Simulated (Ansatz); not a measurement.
# Band table of TiHg

```
Ti Hg
1.0
     3.00900    0.00000    0.00000
     0.00000    3.00900    0.00000
     0.00000    0.00000    4.04100
Ti Hg
1 1
Direct
  0.50000 0.50000 0.50000
  0.00000 0.00000 0.00000
```

Atoms are numbered in the order listed.

The geometry is COD entry 1522697, unchecked; take it as a test cell.

Spin–orbit coupling is left out, though it moves levels of the heavy atoms by tenths of an eV or more.

The calculation used DFT, LDA, all-electron LAPW, scalar-relativistic in Ansatz 0.2.0.

Sampling and basis: a Γ-centred 14×14×10 k mesh, Fermi–Dirac smearing of 0.08 eV, basis error target 1 meV/atom, no spin polarisation.

Path points, in fractions of the reciprocal vectors: Γ (0.000, 0.000, 0.000), X (0.000, 0.500, 0.000), M (0.500, 0.500, 0.000), Z (0.000, 0.000, 0.500), R (0.000, 0.500, 0.500), A (0.500, 0.500, 0.500). Levels in eV from the Fermi level; bands 16 to 26, counted from the lowest band of the run. The gap is zero.

```
# k(1/Å) point b16 b17 b18 b19 b20 b21 b22 b23 b24 b25 b26
0.000 Γ -9.40 -8.54 -8.05 -6.98 -6.98 -6.49 -0.45 -0.30 1.25 1.94 1.94
0.075 - -9.37 -8.53 -8.04 -6.99 -6.97 -6.50 -0.45 -0.29 1.11 1.94 2.11
0.149 - -9.29 -8.49 -8.02 -7.02 -6.97 -6.53 -0.43 -0.26 0.84 1.93 2.36
0.224 - -9.17 -8.43 -7.98 -7.08 -6.96 -6.57 -0.41 -0.21 0.57 1.92 2.26
0.298 - -9.02 -8.32 -7.93 -7.15 -6.94 -6.63 -0.41 -0.13 0.31 1.90 2.14
0.373 - -8.85 -8.15 -7.86 -7.24 -6.92 -6.69 -0.42 -0.04 0.07 1.88 2.00
0.447 - -8.71 -7.91 -7.78 -7.34 -6.91 -6.76 -0.43 -0.16 0.02 1.85 1.86
0.522 - -8.60 -7.73 -7.56 -7.43 -6.88 -6.84 -0.45 -0.36 0.01 1.70 1.84
0.597 - -8.51 -7.64 -7.53 -7.15 -6.91 -6.86 -0.54 -0.51 -0.11 1.56 1.81
0.671 - -8.44 -7.61 -7.56 -6.98 -6.84 -6.68 -0.70 -0.66 -0.28 1.43 1.79
0.746 - -8.38 -7.69 -7.49 -7.04 -6.83 -6.15 -1.06 -0.83 -0.37 1.33 1.77
0.820 - -8.34 -7.75 -7.42 -7.09 -6.81 -5.57 -1.63 -0.93 -0.41 1.24 1.75
0.895 - -8.31 -7.80 -7.38 -7.13 -6.80 -4.96 -2.27 -1.00 -0.43 1.17 1.73
0.969 - -8.29 -7.82 -7.35 -7.15 -6.79 -4.32 -2.94 -1.05 -0.44 1.13 1.73
1.044 X -8.28 -7.83 -7.34 -7.16 -6.79 -3.76 -3.50 -1.06 -0.44 1.12 1.72
1.119 - -8.25 -7.84 -7.34 -7.19 -6.81 -3.72 -3.50 -1.03 -0.41 1.12 1.71
1.193 - -8.18 -7.84 -7.34 -7.27 -6.86 -3.59 -3.49 -0.95 -0.33 1.10 1.69
1.268 - -8.05 -7.85 -7.39 -7.33 -6.95 -3.48 -3.39 -0.81 -0.20 1.08 1.65
1.342 - -7.88 -7.85 -7.53 -7.33 -7.05 -3.45 -3.12 -0.62 -0.02 1.05 1.61
1.417 - -7.86 -7.69 -7.69 -7.30 -7.18 -3.42 -2.81 -0.41 0.19 1.01 1.55
1.492 - -7.88 -7.85 -7.52 -7.31 -7.22 -3.36 -2.46 -0.18 0.43 0.96 1.49
1.566 - -8.00 -7.89 -7.45 -7.44 -7.02 -3.28 -2.08 0.07 0.68 0.91 1.43
1.641 - -8.15 -7.90 -7.56 -7.43 -6.76 -3.17 -1.68 0.32 0.85 0.93 1.38
1.715 - -8.27 -7.91 -7.67 -7.43 -6.49 -3.03 -1.27 0.55 0.77 1.16 1.32
1.790 - -8.38 -7.93 -7.77 -7.43 -6.24 -2.84 -0.86 0.68 0.76 1.28 1.34
1.864 - -8.47 -7.94 -7.84 -7.43 -6.04 -2.63 -0.46 0.56 0.94 1.24 1.44
1.939 - -8.53 -7.94 -7.90 -7.43 -5.89 -2.40 -0.10 0.44 1.08 1.22 1.46
2.014 - -8.57 -7.95 -7.94 -7.43 -5.80 -2.23 0.18 0.33 1.17 1.20 1.42
2.088 M -8.59 -7.95 -7.95 -7.43 -5.77 -2.16 0.29 0.29 1.19 1.19 1.38
2.194 - -8.56 -7.94 -7.93 -7.43 -5.83 -2.30 0.13 0.33 1.14 1.20 1.44
2.299 - -8.48 -7.90 -7.89 -7.43 -6.00 -2.75 -0.09 0.45 0.99 1.22 1.49
2.405 - -8.36 -7.85 -7.82 -7.43 -6.24 -3.43 -0.19 0.56 0.78 1.25 1.44
2.510 - -8.21 -7.77 -7.73 -7.44 -6.54 -4.22 -0.16 0.55 0.61 1.29 1.33
2.615 - -8.03 -7.68 -7.62 -7.47 -6.85 -5.04 -0.05 0.32 0.57 1.18 1.35
2.721 - -7.85 -7.58 -7.51 -7.51 -7.16 -5.80 0.10 0.13 0.45 1.06 1.42
2.826 - -7.73 -7.57 -7.47 -7.46 -7.39 -6.45 0.01 0.19 0.29 1.04 1.49
2.932 - -7.82 -7.73 -7.64 -7.36 -7.28 -6.82 -0.04 0.12 0.15 1.21 1.58
3.037 - -8.17 -7.97 -7.74 -7.26 -7.18 -6.85 -0.04 -0.01 0.04 1.48 1.67
3.143 - -8.57 -8.17 -7.83 -7.17 -7.11 -6.76 -0.18 -0.07 0.12 1.75 1.78
3.248 - -8.93 -8.33 -7.92 -7.09 -7.05 -6.65 -0.30 -0.17 0.35 1.83 2.06
3.354 - -9.19 -8.45 -7.99 -7.03 -7.01 -6.56 -0.38 -0.24 0.65 1.89 2.27
3.459 - -9.35 -8.52 -8.03 -6.99 -6.98 -6.51 -0.44 -0.28 1.01 1.93 2.25
3.565 Γ -9.40 -8.54 -8.05 -6.98 -6.98 -6.49 -0.45 -0.30 1.25 1.94 1.94
3.620 - -9.39 -8.54 -8.04 -6.98 -6.98 -6.49 -0.46 -0.34 1.22 1.93 1.93
3.676 - -9.36 -8.54 -8.02 -6.97 -6.97 -6.49 -0.48 -0.47 1.15 1.90 1.90
3.731 - -9.32 -8.53 -7.97 -6.97 -6.97 -6.49 -0.71 -0.49 1.07 1.85 1.85
3.787 - -9.26 -8.53 -7.91 -6.97 -6.97 -6.49 -1.03 -0.51 0.99 1.78 1.78
3.842 - -9.19 -8.52 -7.83 -6.96 -6.96 -6.49 -1.40 -0.54 0.92 1.70 1.70
3.898 - -9.11 -8.51 -7.73 -6.96 -6.96 -6.48 -1.83 -0.57 0.87 1.62 1.62
3.953 - -9.03 -8.50 -7.60 -6.95 -6.95 -6.48 -2.27 -0.60 0.83 1.53 1.53
4.009 - -8.96 -8.49 -7.45 -6.95 -6.95 -6.48 -2.72 -0.63 0.80 1.45 1.45
4.064 - -8.89 -8.49 -7.27 -6.94 -6.94 -6.48 -3.16 -0.66 0.78 1.37 1.37
4.120 - -8.83 -8.48 -7.07 -6.94 -6.94 -6.48 -3.58 -0.69 0.76 1.31 1.31
4.176 - -8.78 -8.47 -6.94 -6.94 -6.86 -6.48 -3.98 -0.71 0.74 1.25 1.25
4.231 - -8.75 -8.47 -6.93 -6.93 -6.65 -6.47 -4.31 -0.73 0.73 1.21 1.21
4.287 - -8.73 -8.47 -6.93 -6.93 -6.49 -6.47 -4.55 -0.74 0.72 1.19 1.19
4.342 Z -8.72 -8.46 -6.93 -6.93 -6.47 -6.42 -4.64 -0.74 0.72 1.18 1.18
4.417 - -8.70 -8.45 -6.96 -6.93 -6.48 -6.42 -4.60 -0.73 0.73 1.17 1.19
4.491 - -8.65 -8.41 -7.04 -6.93 -6.52 -6.42 -4.47 -0.68 0.76 1.14 1.22
4.566 - -8.59 -8.31 -7.15 -6.93 -6.57 -6.41 -4.28 -0.60 0.82 1.10 1.28
4.640 - -8.55 -8.15 -7.29 -6.93 -6.63 -6.39 -4.03 -0.50 0.90 1.03 1.34
4.715 - -8.52 -7.92 -7.44 -6.93 -6.71 -6.35 -3.74 -0.39 0.93 1.00 1.42
4.790 - -8.50 -7.67 -7.59 -6.93 -6.79 -6.28 -3.41 -0.28 0.81 1.11 1.51
4.864 - -8.47 -7.73 -7.41 -6.93 -6.88 -6.16 -3.05 -0.18 0.64 1.24 1.60
4.939 - -8.45 -7.86 -7.19 -6.96 -6.93 -5.95 -2.67 -0.09 0.42 1.39 1.68
5.013 - -8.43 -7.98 -7.04 -7.03 -6.93 -5.63 -2.28 -0.03 0.14 1.53 1.76
5.088 - -8.41 -8.08 -7.11 -6.94 -6.93 -5.21 -1.88 -0.22 0.00 1.66 1.74
5.162 - -8.40 -8.16 -7.17 -6.93 -6.89 -4.73 -1.50 -0.64 -0.02 1.68 1.78
5.237 - -8.39 -8.22 -7.21 -6.93 -6.87 -4.24 -1.15 -1.10 -0.08 1.64 1.87
5.312 - -8.38 -8.25 -7.23 -6.93 -6.85 -3.82 -1.51 -0.87 -0.19 1.62 1.93
5.386 R -8.38 -8.27 -7.24 -6.93 -6.85 -3.63 -1.69 -0.73 -0.26 1.61 1.95
5.461 - -8.35 -8.26 -7.26 -6.95 -6.84 -3.62 -1.68 -0.76 -0.23 1.66 1.94
5.535 - -8.27 -8.24 -7.31 -6.98 -6.83 -3.60 -1.65 -0.84 -0.15 1.80 1.94
5.610 - -8.22 -8.14 -7.39 -7.04 -6.82 -3.56 -1.62 -0.95 -0.01 1.94 2.02
5.684 - -8.18 -7.96 -7.49 -7.12 -6.80 -3.50 -1.58 -1.09 0.18 1.93 2.26
5.759 - -8.14 -7.74 -7.61 -7.21 -6.77 -3.42 -1.56 -1.23 0.41 1.93 2.45
5.834 - -8.09 -7.74 -7.49 -7.31 -6.73 -3.32 -1.54 -1.38 0.67 1.94 2.70
5.908 - -8.04 -7.86 -7.41 -7.23 -6.69 -3.19 -1.55 -1.52 0.96 1.96 2.96
5.983 - -7.99 -7.98 -7.50 -6.99 -6.61 -3.03 -1.66 -1.57 1.22 2.03 2.75
6.057 - -8.09 -7.94 -7.59 -6.83 -6.46 -2.82 -1.78 -1.60 1.41 2.19 2.50
6.132 - -8.18 -7.90 -7.67 -6.76 -6.25 -2.58 -1.88 -1.63 1.52 2.20 2.44
6.206 - -8.26 -7.87 -7.73 -6.72 -6.05 -2.30 -1.96 -1.66 1.56 1.87 2.72
6.281 - -8.31 -7.84 -7.78 -6.69 -5.90 -2.02 -2.02 -1.68 1.54 1.57 2.96
6.356 - -8.35 -7.82 -7.81 -6.68 -5.80 -2.06 -1.80 -1.70 1.27 1.58 3.13
6.430 A -8.36 -7.82 -7.82 -6.67 -5.77 -2.07 -1.71 -1.71 1.16 1.58 3.19
6.536 - -8.33 -7.82 -7.81 -6.68 -5.83 -2.05 -1.94 -1.64 1.37 1.58 3.08
6.641 - -8.27 -7.82 -7.78 -6.71 -6.01 -2.49 -1.98 -1.44 1.57 1.82 2.78
6.747 - -8.16 -7.82 -7.74 -6.75 -6.26 -3.18 -1.89 -1.17 1.54 2.31 2.39
6.852 - -8.02 -7.81 -7.68 -6.80 -6.56 -3.89 -1.81 -0.84 1.47 1.96 2.62
6.958 - -7.85 -7.79 -7.60 -6.88 -6.87 -4.57 -1.80 -0.51 1.37 1.53 2.65
7.063 - -7.75 -7.67 -7.52 -7.17 -6.98 -5.18 -1.91 -0.18 1.11 1.26 2.34
7.168 - -7.68 -7.53 -7.46 -7.42 -7.09 -5.67 -2.19 0.13 0.72 1.18 2.10
7.274 - -7.71 -7.60 -7.57 -7.32 -7.09 -6.01 -2.60 0.36 0.40 1.15 1.99
7.379 - -7.94 -7.81 -7.49 -7.22 -6.95 -6.21 -3.06 0.04 0.64 1.10 1.76
7.485 - -8.12 -8.10 -7.36 -7.13 -6.80 -6.32 -3.54 -0.23 0.83 1.00 1.57
7.590 - -8.36 -8.27 -7.22 -7.05 -6.66 -6.38 -3.97 -0.45 0.90 0.98 1.40
7.696 - -8.56 -8.38 -7.08 -6.98 -6.56 -6.41 -4.32 -0.61 0.80 1.09 1.28
7.801 - -8.68 -8.44 -6.97 -6.94 -6.50 -6.42 -4.56 -0.71 0.74 1.16 1.21
7.907 Z -8.72 -8.46 -6.93 -6.93 -6.47 -6.42 -4.64 -0.74 0.72 1.18 1.18
8.000 - -8.71 -8.45 -6.96 -6.93 -6.48 -6.48 -4.51 -0.72 0.73 1.18 1.20
8.093 - -8.68 -8.42 -7.05 -6.93 -6.61 -6.52 -4.17 -0.67 0.75 1.20 1.25
8.186 - -8.64 -8.33 -7.19 -6.93 -6.73 -6.57 -3.71 -0.58 0.73 1.29 1.33
8.279 - -8.61 -8.19 -7.34 -6.93 -6.83 -6.63 -3.19 -0.47 0.65 1.42 1.49
8.372 - -8.59 -7.99 -7.48 -6.93 -6.91 -6.70 -2.65 -0.36 0.52 1.50 1.78
8.465 - -8.56 -7.77 -7.58 -6.96 -6.93 -6.77 -2.14 -0.27 0.36 1.56 2.06
8.558 - -8.53 -7.69 -7.51 -6.95 -6.92 -6.84 -1.71 -0.20 0.18 1.58 1.97
8.651 - -8.49 -7.74 -7.39 -6.95 -6.87 -6.77 -1.39 -0.20 -0.02 1.55 1.90
8.744 - -8.44 -7.77 -7.36 -7.00 -6.86 -6.43 -1.23 -0.32 -0.21 1.47 1.85
8.837 - -8.39 -7.79 -7.36 -7.06 -6.84 -5.99 -1.27 -0.63 -0.31 1.38 1.81
8.930 - -8.35 -7.81 -7.36 -7.10 -6.82 -5.48 -1.64 -0.87 -0.37 1.28 1.77
9.023 - -8.31 -7.82 -7.35 -7.13 -6.81 -4.92 -2.25 -0.98 -0.41 1.20 1.75
9.115 - -8.29 -7.83 -7.34 -7.15 -6.79 -4.30 -2.93 -1.04 -0.43 1.14 1.73
9.208 X -8.28 -7.83 -7.34 -7.16 -6.79 -3.76 -3.50 -1.06 -0.44 1.12 1.72
```
